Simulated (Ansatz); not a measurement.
Q: Bulk modulus by a P(V) fit from PBE minus that from r²SCAN (% of the latter), each on its own relaxed cell (Ansatz, a program for electronic structure, plane waves, PAW; no spin–orbit coupling, no Hubbard U), over 21 phases of the class «transition-metal oxides»: what sign and size do you expect?

A: Mean -13 %, median -10 %, mean absolute 13 %; eight in ten lie between -14 and -8 %, and 0 % are above zero.

Some cases that may be named, with their rank among the 21 from the lowest: LiNbO3, R3c (Li on 6a, Nb on 6a, O on 18b) -13 % (rank 4); Cr2O3, corundum -12 % (rank 5); BaTiO3, cubic perovskite -10 % (rank 11); BaSrTi2O6, Fm-3m (Sr on 4a, Ti on 8c, O on 24d, Ba on 4b) -10 % (rank 12); HfO2, fluorite -9 % (rank 16); BaZrO3, cubic perovskite -8 % (rank 18).

The phases are those computed here (of each formula those with measured values and the lowest at some level), not a balanced benchmark, and neither functional is the truth. Pairs that end in unlike spin orders or unlike minima (c/a over 6 % apart, 30 % for weakly bound crystals), magnets with 4f shells, solids of gases and phases set aside for tests are left out.

5 of the phases carry moments, in the orders computed and without U.

Spin orders computed, not proven ground states: Cr2O3, corundum with PBE antiferromagnetic; Cr2O3, corundum with r²SCAN antiferromagnetic. Typed or built starts, not in the databases checked: BaSrTi2O6, Fm-3m (Sr on 4a, Ti on 8c, O on 24d, Ba on 4b). Not the usual ambient phase: BaTiO3, cubic perovskite; HfO2, fluorite. Began spin-polarised and lost the moments: BaSrTi2O6, Fm-3m (Sr on 4a, Ti on 8c, O on 24d, Ba on 4b) with PBE; BaSrTi2O6, Fm-3m (Sr on 4a, Ti on 8c, O on 24d, Ba on 4b) with r²SCAN. Unstable at this level: BaTiO3, cubic perovskite with PBE; HfO2, fluorite with PBE; BaZrO3, cubic perovskite with PBE. All cells were relaxed under the symmetry of their starts (and spin orders); stability against distortions was not tested throughout. Cells of antiferromagnets are given as chemical subcells. Named crystals with no word on spin ran without spin polarisation. No Hubbard U is applied. Spin–orbit coupling is left out wherever it is not named.

Potentials: the later of the program's two PAW sets.

Ansatz is a plane-wave DFT program.
